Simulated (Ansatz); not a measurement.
# Ru: from a starting cell to a relaxed one

The start is a relaxed Ru cell displaced along its unstable phonon at q = Γ (79i cm⁻¹), largest move 0.15 Å. A full variable-cell relaxation at zero pressure is run with PBE (plane waves to 420 eV, PAW, scalar-relativistic; Ansatz, a first-principles code). First-step values are on the input's coarse k-mesh.

Ansatz input (later rounds restart from its end on a renewed k-mesh):
Ansatz 0.2 input:
```yaml
crystal:
  lattice:
    - [1.3343324895, -4.3364618191, 0]
    - [1.3343324895, 4.3364618191, 0]
    - [0, 0, 4.9699565568]
  atoms:
    - { symbol: Ru, position: [0.4433001424, 0.4442840982, 0.3851363182] }
    - { symbol: Ru, position: [0.5566998576, 0.5557159018, 0.8851363182] }
    - { symbol: Ru, position: [0.2188528956, 0.7627298662, 0.6148636818] }
    - { symbol: Ru, position: [0.7811471044, 0.2372701338, 0.1148636818] }
basis: { ecutwfc: 420, ecutrho_ratio: 4, xc_grid: 2, fft_grid_basis: typed }
kpoints: { mp_grid: { grid: [13, 13, 7] } }
hamiltonian:
  xc: pbe
  dispersion: none
  pseudopotentials: { azcp: { folder: ./paw }, kind: paw }
scf: { occupations: { method: fermi_dirac, width: 0.05 } }
relax: { f_tol: 0.01, max_steps: 100, cell: { stress_tol: 0.02 } }
output: { forces: true, stress: true }
```

```json
{
 "largest_initial_force": "0.16 eV/Å, on Ru3, Ru4 (atoms numbered as listed)",
 "relative_to_the_parent": "It does not go back: it reaches P6₃/mmc (No. 194), hcp (Mg type), 0.41 eV/atom below the parent",
 "Shortest distances (start → end)": "The closest pairs of elements (up to four, under 3.6 Å), start → end: Ru–Ru 2.50 → 2.66 Å",
 "band_gap_at_the_end": "zero (metallic)",
 "optimiser_moves": "16"
}
```

Final values are on a 20×20×11 k-mesh of the relaxed cell. No spin polarisation in the result.

The run could not lose the symmetry of its start.

Of the parent cell (Cmc2₁ (No. 36)): it is a generated cell of Ru: the first start was made by placing the elements on the sites of a structure type, and the end was not matched to a known phase here, so it may be hypothetical. Known forms of Ru include space group No. 194.
